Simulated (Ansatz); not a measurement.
Recipe of this trial structure of Hf₄Cl: random cell by space group and Wyckoff sites (P6/mmm, No. 191). Lengths were set from tabulated atomic sizes, so they are only a guess.

```
Hf Cl
1.0
     5.63377    0.00000    0.00000
    -2.81689    4.87899    0.00000
     0.00000    0.00000    4.63777
Hf Cl
4 1
Direct
  0.50000 0.00000 0.00000
  0.00000 0.50000 0.00000
  0.50000 0.50000 0.00000
  0.00000 0.00000 0.50000
  0.00000 0.00000 0.00000
```

Theory: DFT PBE, scalar-relativistic, plane waves, PAW in Ansatz 0.2.0. Cutoff 420 eV, Gaussian smearing, Γ-centred meshes. Cell and atoms relax first on a coarse mesh and then on a finer one. In between, the cell is made exact in the group found at 0.06 Å. In metals the finer mesh still leaves noise of several meV/atom or more. The steps can't lower the symmetry of their start. No spin polarisation.

A guess keeps its type if space group and coordination stay and the shape of the cell changes little (axis ratios within about 15 %, angles within 6°); the volume may change.

Q: Does it keep its structure type, or change into something else?

A: It keeps its type. The symmetry stays P6/mmm (No. 191). The volume per atom stays near 25.6 Å³. The shortest distance goes from 2.32 Å (Hf–Cl) to 2.27 Å (Hf–Cl). The ratio c/a of the conventional cell changes by a factor of 0.97. Counting neighbours within 15 % of an atom's shortest distance, the start has Cl 2, Hf 2/6 and the end Cl 2, Hf 2/6.

The last run used a 12×12×8 mesh (in the run's order of axes) for its 5-atom cell and Gaussian smearing of 0.10 eV. Spin–orbit coupling, which can matter for Hf, is left out. The cell is a metal run without spin; a magnetic state may lie lower. A structure relaxed within its symmetry needn't be a true minimum. Another cell of Hf4Cl relaxed alike, in Pm-3m, lies 0.87 eV/atom lower, so this cell isn't the stable form at this level.

In counts of neighbours, a slash parts the counts of unlike sites.
